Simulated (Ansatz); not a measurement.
Relaxed MoSi$_{2}$ (MoSi2 type, space group I4/mmm):

```yaml
crystal:
  lattice:
    - [-3.20172, 3.20172, 7.81858]
    - [0.00000, 0.00000, 7.81858]
    - [0.00000, 3.20172, 0.00000]
  atoms:
    - { symbol: Mo, position: [0.00000, 0.00000, 0.00000] }
    - { symbol: Mo, position: [0.50000, 0.00000, 0.00000] }
    - { symbol: Si, position: [0.00000, 0.33530, 0.00000] }
    - { symbol: Si, position: [0.50000, 0.33530, 0.00000] }
    - { symbol: Si, position: [0.00000, 0.66470, 0.00000] }
    - { symbol: Si, position: [0.50000, 0.66470, 0.00000] }
```

The atoms are displaced by Q × the pattern below (from a DFPT mode at M = (0.5, 0.5, 0.5), largest move 1; Q in Å), at fixed cell. It is one choice among 2 degenerate patterns. (q is in reciprocal vectors of the primitive cell; the cell shown is doubled to hold the pattern.)

| atom | x | y | z |
|---|---|---|---|
| Mo1 | 0.000 | -1.000 | 0.000 |
| Mo2 | 0.000 | 1.000 | 0.000 |
| Si3 | 0.000 | 0.517 | 0.000 |
| Si4 | 0.000 | -0.517 | 0.000 |
| Si5 | 0.000 | 0.517 | 0.000 |
| Si6 | 0.000 | -0.517 | 0.000 |

All values below come from r2SCAN (plane waves to 500 eV, PAW, scalar-relativistic; Ansatz, an electronic-structure program). k mesh 14×14×14 (Γ-centred), Fermi-Dirac smearing 0.05 eV. The energy includes the smearing's −TS. With partly filled bands, energies and forces of such displacements shift with the k mesh and the smearing. MoSi2 is run without spin polarisation. MoSi2 was relaxed with its symmetry unable to fall. The zero of ΔE is the undisplaced structure.

```json
[
 {"Q (Å)": "-0.100", "ΔE (eV/cell)": "0.147"},
 {"Q (Å)": "-0.067", "ΔE (eV/cell)": "0.065"},
 {"Q (Å)": "-0.033", "ΔE (eV/cell)": "0.016"},
 {"Q (Å)": "0.000", "ΔE (eV/cell)": "0.000"},
 {"Q (Å)": "0.033", "ΔE (eV/cell)": "0.016"},
 {"Q (Å)": "0.067", "ΔE (eV/cell)": "0.065"},
 {"Q (Å)": "0.100", "ΔE (eV/cell)": "0.147"}
]
```

**Question.** Which DFPT wavenumber at M = (0.5, 0.5, 0.5) belongs to this mode?
(A) 190 cm⁻¹
(B) 366 cm⁻¹
(C) 314 cm⁻¹
(D) 428 cm⁻¹

**Answer.** A, 190 cm⁻¹. The curvature of the scan gives 190 cm⁻¹

(A displaced cell: forces are minus the slopes of the energy, force constants its curvatures, and phonons follow from these.)
